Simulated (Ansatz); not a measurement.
Starting cell, LiH (rock salt):

```xyz
4
Lattice="0.0000 4.0054 4.0054 2.0027 0.0000 2.0027 2.0027 2.0027 0.0000" Properties=species:S:1:pos:R:3 pbc="T T T"
Li     0.0000     0.0000     0.0000
Li     2.0027     4.0054     2.0027
H      2.0027     2.0027     2.0027
H      2.0027     4.0054     4.0054
```

The atoms are displaced by Q × the pattern below (from a DFPT mode at L = (0.5, 0.0, 0.0), largest move 1; Q in Å), at fixed cell. It is one choice among 2 degenerate patterns. (q is in reciprocal vectors of the primitive cell; the cell shown is doubled to hold the pattern.)

```tsv
atom	x	y	z
Li1	-0.285	0.520	-0.805
Li2	0.285	-0.520	0.805
```

Atoms not listed stay in place.

Computed with r2SCAN (plane waves to 500 eV, PAW, scalar-relativistic; Ansatz, an electronic-structure program). k mesh 7×14×14 (Γ-centred), Fermi-Dirac smearing 0.05 eV. Energies are smeared free energies. LiH was relaxed with its symmetry unable to fall. The zero of ΔE is the undisplaced structure.

| Q (Å) | ΔE (eV/cell) |
|---|---|
| -0.100 | 0.0194 |
| -0.067 | 0.0086 |
| -0.033 | 0.0022 |
| 0.000 | 0.0000 |
| 0.033 | 0.0022 |
| 0.067 | 0.0086 |
| 0.100 | 0.0194 |

Problem. Which DFPT wavenumber at L = (0.5, 0.0, 0.0) belongs to this mode?
(A) 1101 cm⁻¹
(B) 785 cm⁻¹
(C) 533 cm⁻¹
(D) 276 cm⁻¹

Solution. D, 276 cm⁻¹. The curvature of the scan gives 276 cm⁻¹

(For displaced atoms, the force is minus the slope of the energy, and its curvature is a force constant, which sets phonon frequencies.)
